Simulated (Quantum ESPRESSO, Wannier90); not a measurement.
**Wannier functions of ZrBrN (R-3m)**

Materials Project entry mp-541912; symmetrised, unrelaxed at this level. Not found in the COD (Crystallography Open Database) copy used, which has the formula in other groups; not checked further. Computed values, not measurements, from PBEsol: Quantum ESPRESSO (norm-conserving PseudoDojo potentials, cutoff 68 Ry, spinors with spin-orbit coupling) on a Γ-centred 4×4×4 mesh, then Wannier90. Density: 10×10×10 mesh, cold smearing 0.01 Ry. The cell is built of weakly bound layers, chains or molecules. Database cells relaxed without dispersion often hold them too far apart, which can enlarge gaps and weakens couplings between them; spacing and stacking were not compared with the measured crystal.

On the energy scale of pw.x, whose zero is arbitrary, the valence-band maximum lies at 7.76 eV.

Input w.win:

```
num_bands = 32
num_wann = 32
exclude_bands = 1-16,49-100
spinors = true
num_iter = 1000
conv_tol = 1.0e-6
conv_window = 4
write_hr = true
write_u_matrices = true
auto_projections = true
begin unit_cell_cart
ang
   -1.8270600545    3.1645608428    0.0000000000
   -3.6541201089    0.0000000000    0.0000000000
   -1.8270600545    1.0548536143   10.1508070000
end unit_cell_cart
begin atoms_frac
Zr   0.1240300000  0.1240300000 -0.3720900000
Zr  -0.1240300000 -0.1240300000  0.3720900000
Br   0.3923630000  0.3923630000 -0.1770890000
Br  -0.3923630000 -0.3923630000  0.1770890000
N    0.1950500000  0.1950500000  0.4148500000
N   -0.1950500000 -0.1950500000 -0.4148500000
end atoms_frac
mp_grid = 4 4 4
begin kpoints
0.0000000000 0.0000000000 0.0000000000
0.0000000000 0.0000000000 0.2500000000
0.0000000000 0.0000000000 0.5000000000
... (61 more lines: the 4x4x4 mesh through Gamma)
end kpoints
```

Input of pw2wannier90.x that gives the overlap and projection files (equivalent; here they were cut from one run over all bands):

```
&inputpp
  outdir = './out'
  prefix = 'pwscf'
  seedname = 'w'
  write_amn = .true.
  write_mmn = .true.
  scdm_proj = .true.
  scdm_entanglement = 'isolated'
/
```

Output w.wout (banner and timings cut):

```
                                    ------
                                    SYSTEM
                                    ------

                              Lattice Vectors (Ang)
                    a_1    -1.827060   3.164561   0.000000
                    a_2    -3.654120   0.000000   0.000000
                    a_3    -1.827060   1.054854  10.150807

                   Unit Cell Volume:     117.38074  (Ang^3)

                        Reciprocal-Space Vectors (Ang^-1)
                    b_1     0.000000   1.985484  -0.206328
                    b_2    -1.719480  -0.992742  -0.206328
                    b_3     0.000000   0.000000   0.618984

 *----------------------------------------------------------------------------*
 |   Site       Fractional Coordinate          Cartesian Coordinate (Ang)     |
 +----------------------------------------------------------------------------+
 | zr   1   0.12403   0.12403  -0.37209   |    0.00000  -0.00000  -3.77701    |
 | zr   2  -0.12403  -0.12403   0.37209   |   -0.00000   0.00000   3.77701    |
 | br   1   0.39236   0.39236  -0.17709   |   -1.82706   1.05485  -1.79760    |
 | br   2  -0.39236  -0.39236   0.17709   |    1.82706  -1.05485   1.79760    |
 | n    1   0.19505   0.19505   0.41485   |   -1.82706   1.05485   4.21106    |
 | n    2  -0.19505  -0.19505  -0.41485   |    1.82706  -1.05485  -4.21106    |
 *----------------------------------------------------------------------------*
                                ------------
                                K-POINT GRID
                                ------------

             Grid size =  4 x  4 x  4      Total points =   64

 *---------------------------------- MAIN ------------------------------------*
 |  Number of Wannier Functions               :                32             |
 |  Number of Objective Wannier Functions     :                32             |
 |  Number of input Bloch states              :                32             |
 |  Output verbosity (1=low, 5=high)          :                 1             |
 |  Timing Level (1=low, 5=high)              :                 1             |
 |  Optimisation (0=memory, 3=speed)          :                 3             |
 |  Length Unit                               :               Ang             |
 |  Post-processing setup (write *.nnkp)      :                 F             |
 |  Using Gamma-only branch of algorithms     :                 F             |
 *----------------------------------------------------------------------------*
 *------------------------------- WANNIERISE ---------------------------------*
 |  Total number of iterations                :              1000             |
 |  Number of CG steps before reset           :                 5             |
 |  Trial step length for line search         :             2.000             |
 |  Convergence tolerence                     :         0.100E-05             |
 |  Convergence window                        :                 4             |
 |  Iterations between writing output         :                 1             |
 |  Iterations between backing up to disk     :               100             |
 |  Write r^2_nm to file                      :                 F             |
 |  Write xyz WF centres to file              :                 F             |
 |  Write on-site energies <0n|H|0n> to file  :                 F             |
 |  Use guiding centre to control phases      :                 F             |
 |  Use phases for initial projections        :                 F             |
 *----------------------------------------------------------------------------*
 *-------------------------------- PLOTTING ----------------------------------*
 |  Plotting Hamiltonian in WF basis          :                 T             |
 *----------------------------------------------------------------------------*

 *---------------------------------- K-MESH ----------------------------------*
 +----------------------------------------------------------------------------+
 |                    Distance to Nearest-Neighbour Shells                    |
 |                    ------------------------------------                    |
 |          Shell             Distance (Ang^-1)          Multiplicity         |
 |          -----             -----------------          ------------         |
 |             1                   0.154746                      2            |
 |             2                   0.309492                      2            |
 |             3                   0.464238                      2            |
 |             4                   0.499044                      6            |
 |             5                   0.506978                      6            |
 |             6                   0.537546                      6            |
 |             7                   0.559376                      6            |
 |             8                   0.613807                      6            |
       ... (lines left out)
 +----------------------------------------------------------------------------+
 | The b-vectors are chosen automatically                                     |
 | The following shells are used:                       1,  4                 |
 +----------------------------------------------------------------------------+
 |                        Shell   # Nearest-Neighbours                        |
 |                        -----   --------------------                        |
 |                          1               2                                 |
 |                          2               6                                 |
 +----------------------------------------------------------------------------+
 | Completeness relation is fully satisfied [Eq. (B1), PRB 56, 12847 (1997)]  |
 +----------------------------------------------------------------------------+
 |                  b_k Vectors (Ang^-1) and Weights (Ang^2)                  |
 |                  ----------------------------------------                  |
 |            No.         b_k(x)      b_k(y)      b_k(z)        w_b           |
 |            ---        --------------------------------     --------        |
 |             1         0.000000    0.000000    0.154746    20.429076        |
 |             2         0.000000    0.000000   -0.154746    20.429076        |
 |             3        -0.429870   -0.248186   -0.051582     1.352901        |
 |             4         0.000000    0.496371   -0.051582     1.352901        |
 |             5        -0.429870    0.248186    0.051582     1.352901        |
 |             6         0.429870    0.248186    0.051582     1.352901        |
 |             7         0.000000   -0.496371    0.051582     1.352901        |
 |             8         0.429870   -0.248186   -0.051582     1.352901        |
 +----------------------------------------------------------------------------+
 |                           b_k Directions (Ang^-1)                          |
 |                           -----------------------                          |
 |            No.           x           y           z                         |
 |            ---        --------------------------------                     |
 |             1         0.000000    0.000000    0.154746                     |
 |             2        -0.429870   -0.248186   -0.051582                     |
 |             3         0.000000    0.496371   -0.051582                     |
 |             4        -0.429870    0.248186    0.051582                     |
 +----------------------------------------------------------------------------+

 Starting a new Wannier90 calculation ...

 Reading overlaps from w.mmn

 Reading projections from w.amn

 *------------------------------- WANNIERISE ---------------------------------*
 +--------------------------------------------------------------------+<-- CONV
 | Iter  Delta Spread     RMS Gradient      Spread (Ang^2)            |<-- CONV
 +--------------------------------------------------------------------+<-- CONV

 ------------------------------------------------------------------------------
 Initial State
  WF centre and spread    1  ( -1.873411,  1.007781,  4.888165 )     3.22707242
  WF centre and spread    2  (  1.897548, -1.020912, -4.888408 )     2.88965261
  WF centre and spread    3  (  2.080773, -0.688365, -4.031321 )     3.06110886
  WF centre and spread    4  ( -2.152626,  0.721184,  4.032411 )     2.96250012
  WF centre and spread    5  (  1.358847, -1.065822, -4.143926 )     2.76956807
  WF centre and spread    6  ( -1.330104,  1.044248,  4.078372 )     2.59010183
  WF centre and spread    7  ( -1.951887,  1.502323,  4.121782 )     3.34853047
  WF centre and spread    8  (  1.992413, -1.456904, -4.156474 )     3.25094150
  WF centre and spread    9  (  1.337366, -0.766848,  2.166423 )     2.08217770
  WF centre and spread   10  ( -1.315369,  0.753304, -2.205124 )     2.33194758
  WF centre and spread   11  (  1.304415,  0.773505, -2.139944 )     2.20774444
  WF centre and spread   12  ( -1.296873, -0.757059,  2.113982 )     2.03042986
  WF centre and spread   13  (  0.001049, -1.659698, -2.192330 )     3.53854344
  WF centre and spread   14  (  0.011242,  1.494696,  2.102187 )     2.02978463
  WF centre and spread   15  (  1.806375, -1.034969,  1.620455 )     1.99904563
  WF centre and spread   16  ( -1.806865,  1.046074, -1.627810 )     2.11351058
  WF centre and spread   17  (  0.026579,  0.003321,  3.547651 )     7.31214398
  WF centre and spread   18  ( -0.060265,  0.022180, -3.615312 )     8.39505119
  WF centre and spread   19  ( -0.212657, -0.129872, -4.392847 )     7.75655483
  WF centre and spread   20  (  0.263950, -0.177143,  4.196278 )     7.22183829
  WF centre and spread   21  (  0.003308,  0.536644, -4.238987 )     9.38964321
  WF centre and spread   22  (  0.099254, -0.230356,  3.901900 )     8.55217516
  WF centre and spread   23  ( -0.671469,  0.306643,  3.985577 )     9.92911198
  WF centre and spread   24  ( -0.276799, -0.120374, -4.111905 )     9.93981332
  WF centre and spread   25  (  0.272982, -0.449663,  3.769346 )     7.83378311
  WF centre and spread   26  (  0.539686, -0.232578,  3.451256 )     7.58981440
  WF centre and spread   27  (  0.002686, -1.309822, -3.652428 )    10.25443558
  WF centre and spread   28  (  0.001391, -0.073273, -3.987552 )     9.18904081
  WF centre and spread   29  (  0.074673,  0.581847,  3.359425 )    10.29137901
  WF centre and spread   30  (  0.045584,  0.453838, -3.397454 )     9.86729240
  WF centre and spread   31  (  0.088349, -0.031001, -4.462047 )    10.62904786
  WF centre and spread   32  ( -0.026063, -0.220061, -4.032823 )    11.80813756
  Sum of centres and spreads (  0.234082, -1.177131, -9.941484 )   188.39192244

      0     0.188E+03     0.0000000000      188.3919224383  <-- CONV
        O_D=     10.0287143 O_OD=    139.8101712 O_TOT=    188.3919224 <-- SPRD
 ------------------------------------------------------------------------------
      1    -0.529E+01     6.3677294883      183.0998173629  <-- CONV
        O_D=      8.7540688 O_OD=    135.7927116 O_TOT=    183.0998174 <-- SPRD
      2    -0.149E+02     5.1505606158      168.1985493097  <-- CONV
        O_D=      6.2727070 O_OD=    123.3728054 O_TOT=    168.1985493 <-- SPRD
      3    -0.113E+02     6.2492641957      156.8606941628  <-- CONV
        O_D=      6.1056813 O_OD=    112.2019759 O_TOT=    156.8606942 <-- SPRD
      4    -0.572E+01     7.2671559467      151.1391203863  <-- CONV
        O_D=      6.2303935 O_OD=    106.3556899 O_TOT=    151.1391204 <-- SPRD
      5    -0.441E+01     6.7824009359      146.7305541820  <-- CONV
        O_D=      6.2463819 O_OD=    101.9311353 O_TOT=    146.7305542 <-- SPRD
       ... (lines left out)
    100    -0.659E-02     0.1963805433       45.6461020251  <-- CONV
        O_D=      0.0792380 O_OD=      7.0138271 O_TOT=     45.6461020 <-- SPRD
       ... (lines left out)
    200    -0.254E-02     0.0900412897       45.3112548815  <-- CONV
        O_D=      0.0788767 O_OD=      6.6793413 O_TOT=     45.3112549 <-- SPRD
       ... (lines left out)
    300    -0.225E-02     0.0859903997       45.1013600259  <-- CONV
        O_D=      0.0765804 O_OD=      6.4717426 O_TOT=     45.1013600 <-- SPRD
       ... (lines left out)
    400    -0.116E-02     0.0824852686       44.8886918047  <-- CONV
        O_D=      0.0763480 O_OD=      6.2593068 O_TOT=     44.8886918 <-- SPRD
       ... (lines left out)
    500    -0.997E-04     0.0179533813       44.8474162119  <-- CONV
        O_D=      0.0762612 O_OD=      6.2181180 O_TOT=     44.8474162 <-- SPRD
       ... (lines left out)
    600    -0.814E-05     0.0051828762       44.8440880240  <-- CONV
        O_D=      0.0762415 O_OD=      6.2148095 O_TOT=     44.8440880 <-- SPRD
       ... (lines left out)
    694    -0.853E-06     0.0023552972       44.8437965563  <-- CONV
        O_D=      0.0762399 O_OD=      6.2145197 O_TOT=     44.8437966 <-- SPRD
    695    -0.945E-06     0.0016493066       44.8437956113  <-- CONV
        O_D=      0.0762401 O_OD=      6.2145185 O_TOT=     44.8437956 <-- SPRD
    696    -0.902E-06     0.0017246731       44.8437947096  <-- CONV
        O_D=      0.0762402 O_OD=      6.2145176 O_TOT=     44.8437947 <-- SPRD
             <<<     Delta < 1.000E-06  over  4 iterations     >>>
             <<< Wannierisation convergence criteria satisfied >>>
 Final State
  WF centre and spread    1  ( -1.827062,  1.054850,  4.743405 )     1.54108312
  WF centre and spread    2  (  1.827059, -1.054851, -4.743405 )     1.54108327
  WF centre and spread    3  (  2.229098, -0.822111, -4.091182 )     1.41536968
  WF centre and spread    4  ( -2.229113,  0.822140,  4.091180 )     1.41537149
  WF centre and spread    5  (  1.424478, -0.823054, -4.091181 )     1.41536969
  WF centre and spread    6  ( -1.424494,  0.823025,  4.091183 )     1.41537067
  WF centre and spread    7  ( -1.827571,  1.519401,  4.091187 )     1.41537591
  WF centre and spread    8  (  1.827604, -1.519400, -4.091186 )     1.41537873
  WF centre and spread    9  (  1.375678, -0.794180,  2.120337 )     1.37344705
  WF centre and spread   10  ( -1.375687,  0.794105, -2.120242 )     1.37343081
  WF centre and spread   11  (  1.375703,  0.794074, -2.120243 )     1.37343523
  WF centre and spread   12  ( -1.375700, -0.794120,  2.120310 )     1.37344821
  WF centre and spread   13  ( -0.000012, -1.588638, -2.120877 )     1.37360547
  WF centre and spread   14  (  0.000030,  1.588583,  2.120706 )     1.37355963
  WF centre and spread   15  (  1.827047, -1.055096,  1.396470 )     1.30327154
  WF centre and spread   16  ( -1.827060,  1.055247, -1.396469 )     1.30326043
  WF centre and spread   17  ( -1.375877, -0.793378,  2.119712 )     1.37331735
  WF centre and spread   18  (  1.375732,  0.793508, -2.119555 )     1.37327838
  WF centre and spread   19  ( -1.423401, -0.824436, -4.092078 )     1.41554752
  WF centre and spread   20  (  0.000111, -1.645169,  4.091153 )     1.41539393
  WF centre and spread   21  ( -0.001336,  1.645068, -4.091503 )     1.41544424
  WF centre and spread   22  (  1.424751,  0.822628,  4.091121 )     1.41537192
  WF centre and spread   23  ( -1.424753,  0.822509,  4.091276 )     1.41535263
  WF centre and spread   24  ( -1.826972,  1.575242, -2.122634 )     1.37405993
  WF centre and spread   25  (  1.826696, -1.575027,  2.123230 )     1.37421545
  WF centre and spread   26  (  1.375461, -0.793186,  2.118437 )     1.37300534
  WF centre and spread   27  ( -0.000220, -2.107428, -1.396469 )     1.30323335
  WF centre and spread   28  ( -0.400977,  2.343562, -4.089973 )     1.41514014
  WF centre and spread   29  (  0.000753,  2.106838,  1.396473 )     1.30322435
  WF centre and spread   30  ( -1.375596,  0.793478, -2.119185 )     1.37318337
  WF centre and spread   31  ( -0.000101,  0.000033, -5.407401 )     1.54108285
  WF centre and spread   32  (  1.825786, -1.054509, -4.743401 )     1.54108303
  Sum of centres and spreads (  0.000054,  2.109706,-10.150807 )    44.84379471

         Spreads (Ang^2)       Omega I      =    38.553036972
        ================       Omega D      =     0.076240153
                               Omega OD     =     6.214517584
    Final Spread (Ang^2)       Omega Total  =    44.843794710
```
